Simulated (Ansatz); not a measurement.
Relaxed-ion elastic tensor of SiSn in space group P-6m2 (No. 187; Sn on 1a, Si on 1f) in GPa (Voigt order), PBEsol (plane waves, PAW; program Ansatz); density 5.49 g/cm³, 22.18 Å³ per atom.

```
78.2  37.1  68.3   0.0   0.0   0.0
37.1  78.2  68.3   0.0   0.0   0.0
68.3  68.3   115   0.0   0.0   0.0
 0.0   0.0   0.0  30.3   0.0   0.0
 0.0   0.0   0.0   0.0  30.3   0.0
 0.0   0.0   0.0   0.0   0.0  20.6
```

**Question.** Is the crystal mechanically stable?

**Answer.** Yes: the smallest eigenvalue of C is 18.3 GPa.

**Question.** Work out the Voigt, Reuss and Hill averages.

**Answer.** K_V = 68.7, K_R = 54.4, K_H = 61.6; G_V = 22.7, G_R = 18.5, G_H = 20.6 GPa.

**Question.** Give Young's modulus, Poisson's ratio, Pugh's ratio and the universal anisotropy index.

**Answer.** E = 9KG/(3K + G) = 55.6 GPa; ν = 0.35; K/G = 2.99 (ductile by the Pugh limit of 1.75); A_U = 5G_V/G_R + K_V/K_R − 6 = 1.39.

**Question.** Estimate the sound speeds and the Debye temperature.

**Answer.** v_l = √((K + 4G/3)/ρ) = 4030 m/s, v_t = √(G/ρ) = 1940 m/s, mean 2180 m/s; Θ = (h/k)(3n/4πV)^(1/3) v_m = 231 K.

**Question.** How much does each axis shrink under pressure?

**Answer.** Linear compressibilities β_i = Σ_j S_ij (j = 1 to 3): x 12, y 12, z -5.5 per TPa.

A made-up cell: these elements were put on the sites of a structure type; neither database checked (COD, Materials Project) lists it. Its standing as an ambient phase is unchecked. The cell keeps a stress of up to 0.2 GPa. Symmetry was held in the PBEsol relaxation; its stability against distortions is not shown here. As this level gives no gap, shear constants depend on the k-mesh and smearing (Fermi–Dirac, 0.1 eV here). On the denser mesh and wider smearing of the elastic run this cell carries a stress of 0.7 GPa. Spin–orbit coupling is left out wherever it is not named.

Potentials: the later of the program's two PAW sets.
